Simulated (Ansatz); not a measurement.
NiGe:
```cif
data_Ge4Ni4
_chemical_formula_sum 'Ni4 Ge4'
_space_group_name_H-M_alt 'P 1'
_space_group_IT_number 1
_cell_length_a 5.37763
_cell_length_b 3.49743
_cell_length_c 5.84024
_cell_angle_alpha 90.000
_cell_angle_beta 90.000
_cell_angle_gamma 90.000
loop_
_space_group_symop_operation_xyz
  'x, y, z'
loop_
_atom_site_label
_atom_site_type_symbol
_atom_site_fract_x
_atom_site_fract_y
_atom_site_fract_z
_atom_site_occupancy
Ni1 Ni 0.50579 0.25000 0.69090 1
Ni2 Ni 0.49421 0.75000 0.30910 1
Ni3 Ni 0.99421 0.75000 0.19090 1
Ni4 Ni 0.00579 0.25000 0.80910 1
Ge1 Ge 0.69023 0.25000 0.08836 1
Ge2 Ge 0.30977 0.75000 0.91164 1
Ge3 Ge 0.80977 0.75000 0.58836 1
Ge4 Ge 0.19023 0.25000 0.41164 1
```

Relaxed with PBE.

Question: Which orbitals make up the states near the Fermi level in the program Ansatz at the PBE level (PAW)?

Answer: Within 0.5 eV of the Fermi level: Ni 3d 53 %, Ge 4p 33 %, Ge 4s 9 %. Projections are on Löwdin-orthogonalised atomic valence shells; empty p or d shells of many metals are not among them.

Question: Tabulate the density of states.

Answer: States/eV per cell of 8 atoms, in 0.25 eV bins, energy from the Fermi level.

| E (eV) | total | Ni 3d | Ge 4p | Ge 4s |
|---|---|---|---|---|
| -7.85 | 0.68 | 0.11 | 0.04 | 0.52 |
| -7.60 | 0.00 | 0.00 | 0.00 | 0.00 |
| -7.35 | 0.00 | 0.00 | 0.00 | 0.00 |
| -7.10 | 0.00 | 0.00 | 0.00 | 0.00 |
| -6.85 | 0.00 | 0.00 | 0.00 | 0.00 |
| -6.60 | 0.00 | 0.00 | 0.00 | 0.00 |
| -6.35 | 0.01 | 0.00 | 0.00 | 0.00 |
| -6.10 | 0.77 | 0.12 | 0.49 | 0.04 |
| -5.85 | 2.34 | 0.45 | 1.45 | 0.14 |
| -5.60 | 3.33 | 0.66 | 2.00 | 0.21 |
| -5.35 | 3.43 | 0.75 | 2.07 | 0.21 |
| -5.10 | 3.90 | 1.04 | 2.23 | 0.25 |
| -4.85 | 3.32 | 1.03 | 1.73 | 0.24 |
| -4.60 | 3.83 | 1.43 | 1.79 | 0.26 |
| -4.35 | 4.19 | 1.81 | 1.81 | 0.23 |
| -4.10 | 3.13 | 1.50 | 1.26 | 0.16 |
| -3.85 | 4.27 | 2.20 | 1.64 | 0.16 |
| -3.60 | 6.36 | 3.75 | 2.13 | 0.14 |
| -3.35 | 10.67 | 7.35 | 2.77 | 0.12 |
| -3.10 | 14.85 | 11.67 | 2.53 | 0.16 |
| -2.85 | 15.83 | 12.99 | 2.31 | 0.11 |
| -2.60 | 14.05 | 11.61 | 1.94 | 0.13 |
| -2.35 | 17.22 | 14.99 | 1.65 | 0.09 |
| -2.10 | 15.03 | 13.44 | 1.19 | 0.07 |
| -1.85 | 18.43 | 17.31 | 0.68 | 0.08 |
| -1.60 | 18.13 | 16.87 | 0.78 | 0.12 |
| -1.35 | 10.10 | 8.33 | 1.20 | 0.26 |
| -1.10 | 6.50 | 4.36 | 1.59 | 0.24 |
| -0.85 | 4.05 | 2.32 | 1.33 | 0.17 |
| -0.60 | 3.38 | 2.23 | 0.85 | 0.15 |
| -0.35 | 2.67 | 1.64 | 0.73 | 0.19 |
| -0.10 | 2.45 | 1.32 | 0.79 | 0.22 |
| 0.15 | 2.83 | 1.40 | 0.99 | 0.29 |
| 0.40 | 2.97 | 1.33 | 1.12 | 0.33 |
| 0.65 | 3.66 | 1.47 | 1.53 | 0.41 |
| 0.90 | 3.33 | 1.23 | 1.45 | 0.39 |
| 1.15 | 3.29 | 1.11 | 1.51 | 0.40 |
| 1.40 | 3.35 | 1.02 | 1.65 | 0.38 |
| 1.65 | 3.29 | 0.90 | 1.76 | 0.34 |
| 1.90 | 2.84 | 0.71 | 1.58 | 0.28 |
| 2.15 | 3.30 | 0.76 | 1.80 | 0.31 |
| 2.40 | 2.80 | 0.59 | 1.58 | 0.25 |
| 2.65 | 2.63 | 0.50 | 1.54 | 0.21 |
| 2.90 | 3.06 | 0.53 | 1.83 | 0.20 |
| 3.15 | 3.42 | 0.54 | 2.12 | 0.20 |
| 3.40 | 3.19 | 0.44 | 2.02 | 0.18 |
| 3.65 | 3.14 | 0.39 | 2.01 | 0.17 |
| 3.90 | 3.39 | 0.39 | 2.19 | 0.16 |
| 4.15 | 3.08 | 0.32 | 1.99 | 0.12 |
| 4.40 | 3.48 | 0.34 | 2.30 | 0.12 |
| 4.65 | 3.01 | 0.28 | 2.03 | 0.09 |

Space group Pnma. Symmetry was held in the PBE relaxation. The run is not spin-polarised. Scalar-relativistic: spin–orbit coupling is off unless named, which matters more the heavier the elements.

Potentials: the earlier of the program's two PAW sets.
